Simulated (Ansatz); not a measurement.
S (α-S8), relaxed with LDA (Ansatz, a first-principles code, plane waves, PAW): a = 9.9665 Å, b = 12.2579 Å, c = 23.5507 Å, α = β = γ = 90.00°.

- gap (eV) = 1.60

Question: The same phase is relaxed and computed with PBEsol in the same code. What are the cell and these values now?

Answer: a = 10.6149 Å, b = 12.9626 Å, c = 24.2995 Å, α = β = γ = 90.00°.

- gap (eV): 2.00

Weakly bound layers, chains or molecules computed without a dispersion correction, so cells and soft constants are ill determined: S, α-S8 with LDA; S, α-S8 with PBEsol. All cells were relaxed under the symmetry of their starts (and spin orders); stability against distortions was not tested throughout.

Potentials: the earlier of the program's two PAW sets. The files were generated under PBE; for other functionals the program regenerates the frozen cores, and for LDA and PBEsol the local potential too.

Ansatz is a plane-wave DFT program.
